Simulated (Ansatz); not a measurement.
**Notes on Yb$_{2}$CdS$_{4}$**

```
CELL_PARAMETERS angstrom
0.00000 5.49242 5.49242
5.49242 0.00000 5.49242
5.49242 5.49242 0.00000
ATOMIC_POSITIONS crystal
S 0.37700 0.37700 0.37700
S 0.38100 0.87300 0.87300
S 0.37700 0.37700 0.86900
S 0.87300 0.38100 0.87300
S 0.86900 0.37700 0.37700
S 0.87300 0.87300 0.87300
S 0.37700 0.86900 0.37700
S 0.87300 0.87300 0.38100
Yb 0.62500 0.62500 0.62500
Yb 0.12500 0.62500 0.62500
Yb 0.62500 0.62500 0.12500
Yb 0.62500 0.12500 0.62500
Cd 0.00000 0.00000 0.00000
Cd 0.25000 0.25000 0.25000
```

Single point in Ansatz 0.2.0 with PBEsol, no spin polarisation. Cutoff 420 eV, PAW datasets, 4×4×4 Γ-centred k mesh, fermi-dirac filling (width 0.1 eV).

(1) What happens at the Fermi level?

(2) Describe some of the short contacts.

(3) Give the Bader charges.

(4) Is it stable against the elements?

Origin: a database entry at a rescaled volume. Caveats: no spin polarisation, so a magnetic state may lie lower; f levels without a U or exact exchange are poorly placed.

Answers

(1) It is a metal, with about 18 states/eV a cell as the mean within 0.25 eV of the Fermi level, mostly Yb f (57 %) and S p (39 %).

(2) S–Cd at 2.42 Å: least valence density 0.50 e/Å³ and ELF 0.30 there. S–Yb at 2.72 Å: least valence density 0.30 e/Å³ and ELF 0.18 there. Both are smooth PAW fields, read partly inside the augmentation spheres.

(3) Bader charges in e: Yb +1.67, Cd +0.87, S -1.05. In the mean Yb gives up most and S takes most.

(4) -1.35 eV an atom against the elements' usual phases (free molecules for gases, crystals otherwise, with no correction for O₂ or N₂), so it is bound against them; other compounds may still compete. Relaxing would lower it.
